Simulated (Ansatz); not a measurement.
## TaN: zone-centre modes at 4 GPa

Theory: DFT LDA, scalar-relativistic, plane waves, PAW in Ansatz. Plane waves to 420 eV; Γ-centred k mesh 18×18×14; Fermi-Dirac smearing of 0.15 eV. No spin polarisation. Phonons by linear response, acoustic sum rule imposed.

The cell, relaxed at 4 GPa:
```xyz
2
Lattice="2.8963 0.0000 0.0000 -1.4481 2.5082 0.0000 0.0000 0.0000 2.8424" Properties=species:S:1:pos:R:3 pbc="T T T"
Ta    0.0000    1.6722    1.4212
N     0.0000    0.0000    0.0000
```

In a metal, frequencies and elastic constants depend on the k mesh and the smearing, soft modes and shear constants most. Spin–orbit coupling is left out, which matters for heavy elements. A semilocal functional can close a gap that the real compound has.

Optical modes at Γ; i marks an imaginary frequency:
| frequency (meV) | degeneracy |
| --- | --- |
| 68.3 | 2 |
| 72.2 | 1 |

All 3 optical modes at Γ are real: no displacement of atoms at fixed cell lowers the energy to second order. Strains and modes at other wave vectors aren't tested by this run.

This form isn't the usual stable structure of the compound at low pressure.

Cost: 1 run of about 0.67 core-minutes, on Intel Xeon 6975P-C (Granite Rapids) (shared hosts).